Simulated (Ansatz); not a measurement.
A relaxation computed with Ansatz, from input to last step.

```yaml
crystal:
  lattice:
    - [3.70671619, 0.0, 0.0]
    - [0.0, 3.70671619, 0.0]
    - [0.0, 0.0, 3.70671619]
  atoms:
    - { symbol: Ca, position: [0.5, 0.5, 0.5] }
    - { symbol: H, position: [0.5, 0.0, 0.0] }
    - { symbol: H, position: [0.0, 0.5, 0.0] }
    - { symbol: H, position: [0.0, 0.0, 0.5] }
    - { symbol: Pd, position: [0.0, 0.0, 0.0] }
basis:
  ecutwfc: 500
kpoints:
  mp_grid: { grid: [10, 10, 10] }
hamiltonian:
  xc: r2scan
scf:
  occupations: { method: gaussian, width: 0.1 }
output:
  forces: true
  stress: true
  eigenvalues: true
relax:
  adjacent_minimum: "off"
  f_tol: 0.005
  max_steps: 80
  cell: { stress_tol: 0.05 }
```

```bash
ansatz run input.yaml --threads 1 --pin off --max-ram 2560MiB --backend cpu --events-out ev --progress --plain --runs-dir out
```

These are results of Ansatz, DFT r2SCAN, scalar-relativistic, plane waves, PAW, not measurements.

Of 4 frames 3 are shown, positions in Å and forces in eV/Å; the SCF threshold varies from step to step. Steps run on the plane waves of an earlier cell, with a Pulay correction in the pressure. The basis is chosen afresh for the last frame, the zero of the energies, and at times for earlier ones too; energy and pressure step there, also at an unchanged geometry.

```xyz
5
Lattice="3.7067 0.0000 0.0000 0.0000 3.7067 0.0000 0.0000 0.0000 3.7067" Properties=species:S:1:pos:R:3:forces:R:3 pbc="T T T" step=1 free_energy_over_end_meV_per_atom=0.08 pressure_GPa=-0.50
Ca    1.8534    1.8534    1.8534    0.0000    0.0000    0.0000
H     1.8534    0.0000    0.0000    0.0000    0.0000    0.0000
H     0.0000    1.8534    0.0000    0.0000    0.0000    0.0000
H     0.0000    0.0000    1.8534    0.0000    0.0000    0.0000
Pd    0.0000    0.0000    0.0000    0.0000    0.0000    0.0000
5
Lattice="3.6956 0.0000 0.0000 0.0000 3.6956 0.0000 0.0000 0.0000 3.6956" Properties=species:S:1:pos:R:3:forces:R:3 pbc="T T T" step=2 free_energy_over_end_meV_per_atom=-0.02 pressure_GPa=0.38
Ca    1.8478    1.8478    1.8478    0.0000    0.0000    0.0000
H     1.8478    0.0000    0.0000    0.0000    0.0000    0.0000
H     0.0000    1.8478    0.0000    0.0000    0.0000    0.0000
H     0.0000    0.0000    1.8478    0.0000    0.0000    0.0000
Pd    0.0000    0.0000    0.0000    0.0000    0.0000    0.0000
5
Lattice="3.7004 0.0000 0.0000 0.0000 3.7004 0.0000 0.0000 0.0000 3.7004" Properties=species:S:1:pos:R:3:forces:R:3 pbc="T T T" step=4 free_energy_over_end_meV_per_atom=0.00 pressure_GPa=-0.01
Ca    1.8502    1.8502    1.8502    0.0000    0.0000    0.0000
H     1.8502    0.0000    0.0000    0.0000    0.0000    0.0000
H     0.0000    1.8502    0.0000    0.0000    0.0000    0.0000
H     0.0000    0.0000    1.8502    0.0000    0.0000    0.0000
Pd    0.0000    0.0000    0.0000    0.0000    0.0000    0.0000
```